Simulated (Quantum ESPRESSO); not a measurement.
## Band energies of VN

```xyz
2
Lattice="2.7339 0.0000 0.0000 -1.3670 2.3676 0.0000 0.0000 0.0000 2.6414" Properties=species:S:1:pos:R:3 pbc="T T T"
N      0.0000     1.5784     1.3207
V      1.3670     0.7892     0.0000
```

PBEsol (pw.x of Quantum ESPRESSO, ONCV potentials, without SOC); path ΓMKΓALHA,LM,KH; energies in eV from the Fermi level.

```
k (1/Å)  point  band 5  band 6  band 7  band 8  band 9  band 10  band 11  band 12
-------  -----  ------  ------  ------  ------  ------  -------  -------  -------
0.00         Γ  -17.22   -3.54   -3.54   -2.87   -1.63     1.83     1.83     3.46
0.88            -15.52   -6.70   -3.48   -2.55   -2.18     1.52     2.32     2.75
1.33         M  -14.80   -7.63   -3.87   -2.43   -2.23     1.41     2.62     2.71
1.76            -14.62   -7.08   -4.40   -3.84   -0.56     0.82     1.85     2.33
2.09         K  -14.48   -6.32   -5.64   -3.83    0.42     0.53     1.28     1.90
2.60            -15.13   -6.69   -3.90   -3.62   -1.00     1.03     1.54     2.85
3.42            -17.11   -3.88   -3.47   -2.73   -1.85     1.81     2.09     3.27
3.63         Γ  -17.22   -3.54   -3.54   -2.87   -1.63     1.83     1.83     3.46
4.38            -15.70   -6.75   -2.89   -2.89    0.06     0.06     1.09     3.42
4.81         A  -14.84   -8.20   -2.67   -2.67   -0.17    -0.17     2.19     2.90
5.22            -14.79   -7.72   -3.35   -3.24   -0.68     0.31     2.54     2.77
6.04            -14.56   -6.54   -5.79   -4.65   -0.05     2.43     2.92     3.55
6.14         L  -14.56   -6.53   -5.83   -4.67    0.01     2.48     2.91     3.58
6.91         H  -14.39   -7.33   -6.21   -3.54   -0.26     2.62     3.00     4.26
7.77            -14.72   -7.11   -4.61   -3.50   -1.02     1.13     2.76     2.81
8.44         A  -14.84   -8.20   -2.67   -2.67   -0.17    -0.17     2.19     2.90
8.44         L  -14.56   -6.53   -5.83   -4.67    0.01     2.48     2.91     3.58
9.23            -14.72   -7.45   -4.46   -3.08   -1.55     2.04     2.30     3.13
9.63         M  -14.80   -7.63   -3.87   -2.43   -2.23     1.41     2.62     2.71
9.63         K  -14.48   -6.32   -5.64   -3.83    0.42     0.53     1.28     1.90
9.93            -14.46   -5.95   -5.93   -4.29   -0.22     1.44     1.71     2.22
10.82        H  -14.39   -7.33   -6.21   -3.54   -0.26     2.62     3.00     4.26
```

At this level the gap is closed or nearly so: along the path the highest valence and lowest conduction bands touch, or overlap by less than 0.6 eV, a zero-gap or semimetallic result; the valence top lies at K, the conduction bottom at A, 0.59 eV lower. Semilocal functionals close the gaps of some narrow-gap semiconductors, so this alone doesn't show that the compound has none.

The 3d shell has no Hubbard U; the runs are without spin polarisation, and magnetic order was not tried.

Geometry of the Materials Project entry, not relaxed at this level.

This is not the ordinary phase of the substance; no match was found in the copy of COD used, and its stability was not checked.
